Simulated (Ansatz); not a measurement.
**119Sn Mössbauer parameters in Sr₂MgZn₂Sn₂P₄O₁₆**

Cell: a computed structure from the Materials Project (it need not be an observed phase), atoms as given.

```xyz
27
Lattice="5.7573 0.0000 0.0000 0.5368 8.1988 0.0000 1.8025 3.1664 8.6427" Properties=species:S:1:pos:R:3 pbc="T T T"
Sr    4.9988    2.0047    0.4453
Sr    3.1891    9.6985    8.5932
Mg    6.4267    7.8135    7.2697
Zn    1.9760    6.0694    3.7033
Zn    6.5674    3.9585    3.7840
Sn    3.4461    3.2675    4.8076
Sn    4.5904    8.1709    3.9143
P     4.3725    5.3928    1.9500
P     3.6010    6.0555    6.5907
P     1.7808    1.0709    2.2508
P     6.4557   10.4267    6.6920
O     2.3628    6.6073    7.3468
O     2.8652    5.6630    1.7895
O     3.5016    4.5070    6.5558
O     7.5329    9.3152    6.4676
O     4.9289    6.5072    7.2547
O     5.6120    2.9984    5.3545
O     2.4020    8.1445    3.3823
O     6.4314    3.1574    7.7885
O     5.1337    6.7132    2.3082
O     1.1888    0.4906    0.9637
O     4.9933    4.8190    0.6464
O     4.5961    4.3434    3.1092
O     3.5727    6.5414    5.0907
O     3.2666    1.5089    2.1228
O     0.8487    2.2440    2.6505
O     5.1786    9.6129    7.0858
```

Atoms are numbered from 1 in the order listed; like atoms form one site, named after its first atom.

Level of theory: DFT, r2SCAN, plane waves and PAW, scalar-relativistic, 500 eV cutoff, Γ-centred 6×5×4 k-points, Fermi–Dirac smearing 0.05 eV (Ansatz 0.2.0).

Isomer shifts (against SnO₂) follow from the electron density at the nucleus, δ = α(ρ − ρ₀), with α = 0.093 mm s⁻¹ a₀³ and ρ₀ = 183072.84 a₀⁻³ from a line fitted to 8 measured compounds at this level of theory (rms miss 0.14 mm/s). ΔE_Q = ½eQV_zz(1 + η²/3)^½ with Q = -0.132 b for the 23.9 keV state.

**Question.** Give the isomer shift and quadrupole splitting of each Sn site.

**Answer.** 

```tsv
site	atoms	first shell	ρ − ρ₀ (a₀⁻³)	δ (mm/s)	ΔE_Q (mm/s)	η
Sn6	6	3 O at 2.14–2.32 Å; also 3 O at 3.17–3.29 Å	35.4	3.29	1.54	0.98
Sn7	7	4 O at 2.24–2.49 Å	36.2	3.37	1.45	0.06
```

The shifts of Sn6, Sn7 are typical of Sn(II), and the large splitting points to a stereochemically active lone pair.

The largest force is 0.6 eV/Å, so the atoms aren't at the calculated equilibrium and relaxing them would move these values. Without spin–orbit coupling (the program notes it for Sn) the gradients are little affected as a rule: paired runs on crystals with a gap mostly move them by under 2 % at such atoms. With these PAW files V_zz is typically within 2 to 3 % of all-electron values, but misses above 10 % occur on Sn. Shifts outside the range of the fitted compounds (-0.5 to 3.2 mm/s for Sn) are extrapolations.
